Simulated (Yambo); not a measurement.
How GW settings move the gap: PtSe$_{2}$ monolayer

G0W0@PBEsol for a free-standing PtSe₂ monolayer (symmetry P-3m1, slab cell 15.6 Å high) in Yambo. Reference settings: 6×6×1 Γ-centred k mesh, bands 29 to 206 and a 6 Ry block in the screening, 206 bands in G with the Bruneval-Gonze terminator, plasmon pole fitted at 27.2 eV, slab-truncated Coulomb interaction, stochastic integration of W near q = 0. The PBEsol gap Γ → (0, 0.167) on this mesh is 1.49 eV; G0W0 gaps are taken between the same points.

| change from the reference | G0W0 gap Γ → (0, 0.167) (eV) | shift of the valence edge (eV) | rough Yambo cost |
|---|---|---|---|
| reference settings | 2.88 | -0.94 | 1 |
| 96 bands in W, 96 bands in G | 2.89 | -0.72 | within a factor of two |
| 142 bands in W, 142 bands in G | 2.89 | -0.84 | within a factor of two |
| 96 bands in G | 2.85 | -0.82 | – |
| no stochastic integration of W | 4.19 | -1.64 | – |
| 5 Ry block | 2.85 | -0.91 | within a factor of two |
| pole fitted at 55 eV | 2.82 | -0.93 | – |
| 96 bands in G, no terminator | 2.88 | -0.32 | – |
| 142 bands in G, no terminator | 2.93 | -0.58 | – |

The reference isn't shown to be the converged limit. Costs are rough (shared machines), scaled to the same edge states, and given only for runs that recompute the screening. In the run with 206 bands and a 6 Ry block, which covers more k points, the smallest G0W0 gap is 2.80 eV, (0, 0.167) → (0, 0.167). The mesh misses a band edge: along a dense path the PBEsol gap is 1.22 eV against 1.49 eV on the mesh. Without the stochastic integration, the mesh misses the sharp change of W near q = 0 in a layer: the 1.31 eV of that row are a sampling artefact.

The standard potential for Se keeps a d shell in the valence without the s and p states of that shell. In tests on such compounds this moved G0W0 gaps by up to about 0.9 eV, so absolute quasiparticle energies here are unreliable; differences between settings are what counts.

Spin-orbit coupling is included.

Geometry relaxed with PBEsol; primitive cell a = 3.7027 Å, b = 3.7027 Å, c = 15.6000 Å, α = 90.00°, β = 90.00°, γ = 120.00°.

A shift is the quasiparticle energy of the state minus its PBEsol energy.
